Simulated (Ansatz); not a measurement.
Relaxed InP (zinc blende):

```
CELL_PARAMETERS angstrom
      0.00000     2.95351     2.95351
      2.95351     0.00000     2.95351
      2.95351     2.95351     0.00000
ATOMIC_POSITIONS crystal
  P  0.75000 0.75000 0.75000
  In 0.00000 0.00000 0.00000
```

Computed with r2SCAN (plane waves to 500 eV, PAW, scalar-relativistic; Ansatz, a program for electronic structure). k mesh 8×8×8 (Γ-centred), Fermi-Dirac smearing 0.05 eV. InP was relaxed with its symmetry unable to fall.

One atom of the cell was then moved (with its periodic images), all else fixed, and the forces (eV/Å) came out as:

| atom | Fx | Fy | Fz |
|---|---|---|---|
| P1 | 0.000 | 0.000 | -1.188 |
| In2 | 0.000 | 0.000 | 1.188 |

With two atoms only their relative shift counts; take In2 as fixed.

Task: Which atom was moved, and by which vector (Å)?

Result: P1, by (0.00, 0.00, 0.15), 0.15 Å in all.

(For displaced atoms, the force is minus the slope of the energy, and its curvature is a force constant, which sets phonon frequencies.)
